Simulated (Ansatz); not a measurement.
## Relaxing a structure of Ge

The start is a relaxed Ge cell with every coordinate shifted by Gaussian noise of σ = 0.3 Å. The structure is fully relaxed (lattice and positions, P = 0) with PBEsol (plane waves to 420 eV, PAW, scalar-relativistic; Ansatz, a quantum-chemistry and plane-wave program). First-step values are on the input's coarse k-mesh.

Ansatz input (later rounds restart from its end on a renewed k-mesh):
Ansatz 0.2 input:
```yaml
crystal:
  lattice:
    - [0, 2.8380619318, 2.8380619318]
    - [2.8380619318, 0, 2.8380619318]
    - [2.8380619318, 2.8380619318, 0]
  atoms:
    - { symbol: Ge, position: [0.4301749174, 0.711467176, 0.2981237668] }
    - { symbol: Ge, position: [0.7768599787, 0.7372100091, 0.7460709949] }
basis: { ecutwfc: 420, ecutrho_ratio: 4, xc_grid: 2, fft_grid_basis: typed }
kpoints: { mp_grid: { grid: [7, 7, 7] } }
hamiltonian:
  xc: pbesol
  dispersion: none
  pseudopotentials: { azcp: { folder: ./paw }, kind: paw }
scf: { occupations: { method: fermi_dirac, width: 0.05 } }
relax: { f_tol: 0.01, max_steps: 100, cell: { stress_tol: 0.02 } }
output: { forces: true, stress: true }
```

```json
{
 "initial_pressure": "+20 GPa (positive: the cell is compressed)",
 "energy_released": "1.60 to 1.61 eV/atom (the two k-meshes of the run give this range)",
 "optimiser_moves": "8"
}
```

Final structure:

Space group Fd-3m, origin choice 1 (No. 227); a = 5.6761 Å, b = 5.6761 Å, c = 5.6761 Å, α = 90.00°, β = 90.00°, γ = 90.00°

| atom | site | symmetry | x | y | z |
|---|---|---|---|---|---|
| Ge | 8b | -43m | 0.5000 | 0.5000 | 0.5000 |
(The calculation used a cell of 2 atoms; values per cell refer to that cell.)

Final values are on a 14×14×14 k-mesh of the relaxed cell. No spin polarisation in the result.

The run could not lose the symmetry of its start.
